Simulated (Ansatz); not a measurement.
HfC (rock salt, space group No. 225) at seven volumes, r²SCAN (plane waves, PAW; program Ansatz), scaled uniformly. One row is withheld.

| V (Å³/atom) | P (GPa) |
|---|---|
| 11.368 | 27.64 |
| 11.743 | ? |
| 12.118 | 7.90 |
| 12.492 | 0.00 |
| 12.867 | -6.83 |
| 13.242 | -12.72 |
| 13.617 | -17.81 |

Task: Fit the shown pressures and predict the withheld one.

Result: P = (3/2)B₀(x^(7/2) − x^(5/2))[1 + (3/4)(B′ − 4)(x − 1)] with x = (V₀/V)^(2/3). Least squares on the six rows gives V₀ = 12.492 Å³/atom, B₀ = 244 GPa, B′ = 3.87. At V = 11.743, x = 1.0421 and P = 17.00 GPa. The run itself gave 17.06 GPa.

Space group Fm-3m (rock salt). The cell was relaxed with r²SCAN under the symmetry of its start; of distortions, only those at the zone centre were tested. No spin polarisation was allowed. Spin–orbit coupling is left out wherever it is not named.

Potentials: the later of the program's two PAW sets.
